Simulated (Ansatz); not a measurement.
Al3GaAs4:
```cif
data_Al3As4Ga
_chemical_formula_sum 'Ga1 As4 Al3'
_space_group_name_H-M_alt 'P 1'
_space_group_IT_number 1
_cell_length_a 4.01407
_cell_length_b 4.01407
_cell_length_c 11.33850
_cell_angle_alpha 90.000
_cell_angle_beta 90.000
_cell_angle_gamma 90.000
loop_
_space_group_symop_operation_xyz
  'x, y, z'
loop_
_atom_site_label
_atom_site_type_symbol
_atom_site_fract_x
_atom_site_fract_y
_atom_site_fract_z
_atom_site_occupancy
Ga1 Ga 0.00000 0.00000 0.00000 1
As1 As 0.50000 0.00000 0.12518 1
Al1 Al 0.50000 0.50000 0.24975 1
As2 As 0.00000 0.50000 0.37485 1
Al2 Al 0.00000 0.00000 0.50000 1
As3 As 0.50000 0.00000 0.62515 1
Al3 Al 0.50000 0.50000 0.75025 1
As4 As 0.00000 0.50000 0.87482 1
```

Relaxed with r²SCAN.

**Question.** Tabulate the valence density and the electron localisation function along the shortest As–Al contact (2.45 Å), plane-wave PAW r²SCAN (Ansatz code).

**Answer.** 

| distance from As (Å) | density (e/Å³) | ELF |
|---|---|---|
| 0.25 | 27.39 | 0.07 |
| 0.37 | 14.31 | 0.13 |
| 0.49 | 5.94 | 0.29 |
| 0.61 | 2.25 | 0.50 |
| 0.74 | 1.09 | 0.67 |
| 0.86 | 0.80 | 0.77 |
| 0.98 | 0.68 | 0.83 |
| 1.10 | 0.57 | 0.88 |
| 1.23 | 0.49 | 0.91 |
| 1.35 | 0.43 | 0.93 |
| 1.47 | 0.38 | 0.93 |
| 1.60 | 0.32 | 0.90 |
| 1.72 | 0.25 | 0.80 |
| 1.84 | 0.18 | 0.48 |
| 1.96 | 0.12 | 0.12 |
| 2.09 | 0.07 | 0.03 |
| 2.21 | 0.06 | 0.03 |

The density is the valence pseudo-density with augmentation charge, so density and ELF within about 1 Å of a nucleus are not all-electron values.

Space group P-4m2. The start of the workflow was typed in or built on a structure type; neither database checked (COD, Materials Project) lists it. Whether it is the stable phase at ambient conditions was not checked. Symmetry was held in the r²SCAN relaxation; its stability against distortions is not shown here.

Potentials: the earlier of the program's two PAW sets. The files were generated under PBE; for other functionals the program regenerates the frozen cores, and for LDA and PBEsol the local potential too.
